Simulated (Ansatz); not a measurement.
Values for one crystal, relaxed and computed with the program Ansatz at the r²SCAN level (PAW); other levels are named.

* **Volume per atom**: 16.62 Å³
* **Electronic character**: metallic (no gap)
* **Density of states at the Fermi level**: 0.47 states/eV per atom (mean over ±0.08 eV)
* **Formation energy from the elements (no fitted shifts)**: -101 kJ/mol of atoms

### Question
Which of these materials gives this?
A) Gd3InN, anti-perovskite
B) AlCo2Si2, P-3m1 (Al on 1a, Co on 2d, Si on 2d)
C) CuSe, Cmcm (Cu on 8f, Cu on 4c, Se on 4c, Se on 8f)
D) Hf3AlN, Cmcm (Hf on 8f, Hf on 4c, Al on 4c, N on 4a)

### Answer
D, Hf3AlN, Cmcm (Hf on 8f, Hf on 4c, Al on 4c, N on 4a)

The workflow started from a Materials Project entry (that database holds measured and hypothetical structures alike); the Crystallography Open Database copy checked does not list it. Its standing as an ambient phase is unchecked. The r²SCAN relaxation kept the symmetry of its start; whether a distortion lowers the energy is not shown. No spin polarisation was allowed. The references are the lowest solids computed at this level, not always the standard phases (solids in place of the gases). Scalar-relativistic: spin–orbit coupling is off unless named, which matters more the heavier the elements.

Potentials: the later of the program's two PAW sets.
